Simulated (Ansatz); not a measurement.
YF: computed properties

Computed with DFT PBE, scalar-relativistic, plane waves, PAW in Ansatz 0.2.0.

Plane waves to 420 eV, a k mesh through Γ of 18×18×6 on the computed 4-atom cell and Gaussian smearing (0.10 eV); no spin polarisation.

The structure is relaxed at this level of theory with its symmetry kept, and needn't be the ground state of this composition.

```
Y F
1.0
     3.53824    0.00000    0.00000
    -1.76912    3.06421    0.00000
     0.00000    0.00000    7.56868
Y F
2 2
Direct
  0.33333 0.66667 0.33164
  0.66667 0.33333 0.83164
  0.33333 0.66667 0.04150
  0.66667 0.33333 0.54150
```

- Space group: P6_3mc (No. 186)
- Volume per atom: 20.51 Å³
- Formation energy from the elements' standard states (uncorrected): -2.285 eV/atom
- Kohn–Sham band gap: none (metal)
- Density of states at the Fermi level: 1.8 states/eV per cell
- Orbital (Löwdin) character within 0.5 eV of the Fermi level: Y 4d 83 %, Y 5s 7 %, unprojected 4 %
- Bader charge by site (e): Y (2 in the cell) 0.92, F (2 in the cell) -0.92

The cell was found from a structure generator's guess, not taken from experiment. Löwdin shares on free-atom orbitals overweight diffuse shells.
